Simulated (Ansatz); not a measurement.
CdTe (rock salt, Fm-3m) under volume change, the program Ansatz at the r²SCAN level (PAW), scaled uniformly.

```tsv
V (Å³/atom)	E − E(relaxed) (meV/atom)	P (GPa)
25.609	…	…
26.453	19.0	3.82
27.298	…	…
28.142	0.0	0.00
28.986	4.0	-1.47
29.830	15.0	-2.70
30.675	32.1	-3.73
```

**Question.** Some entries are withheld; supply them.

**Answer.** 
- 25.609, E − E(relaxed) (meV/atom): 45.4
- 25.609, P (GPa): 6.29
- 27.298, E − E(relaxed) (meV/atom): 4.5
- 27.298, P (GPa): 1.75

**Question.** What does a third-order Birch–Murnaghan fit give for V₀, B₀ and B′?

**Answer.** V₀ = 28.14 Å³/atom, B₀ = 53.2 GPa, B′ = 4.8.

This is a known high-pressure phase of the composition, computed here at zero pressure and temperature. Symmetry was held in the r²SCAN relaxation; whether a distortion lowers the energy is not shown. Scalar-relativistic: spin–orbit coupling is off unless named, which matters more the heavier the elements.

Potentials: the later of the program's two PAW sets.
